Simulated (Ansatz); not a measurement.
InPd3 (Cu3Au type, Pm-3m) under volume change, PBEsol in the plane-wave PAW code Ansatz, scaled uniformly.

```csv
V (Å³/atom),E − E(relaxed) (meV/atom),P (GPa)
14.232,83.2,20.90
14.701,34.6,12.59
15.170,(withheld),(withheld)
15.639,0.0,0.01
16.109,(withheld),(withheld)
16.578,26.8,-8.60
17.047,56.8,-11.79
```

### Question
Fill in the missing entries.

### Answer

- 15.170, E − E(relaxed) (meV/atom): 8.1
- 15.170, P (GPa): 5.71
- 16.109, E − E(relaxed) (meV/atom): 7.1
- 16.109, P (GPa): -4.71

### Question
What does a third-order Birch–Murnaghan fit give for V₀, B₀ and B′?

### Answer
V₀ = 15.64 Å³/atom, B₀ = 172 GPa, B′ = 5.3.

The first step of the workflow began from a Materials Project structure, measured or hypothetical; the Crystallography Open Database copy checked does not list it. With In and Pd taken as one species the cell has the higher symmetry Fm-3m, so it may be an ordered model of a mixed-site phase. Its standing as an ambient phase is unchecked. The PBEsol relaxation kept the symmetry of its start; of distortions, only those at the zone centre were tested. The run is not spin-polarised.

Potentials: the later of the program's two PAW sets.
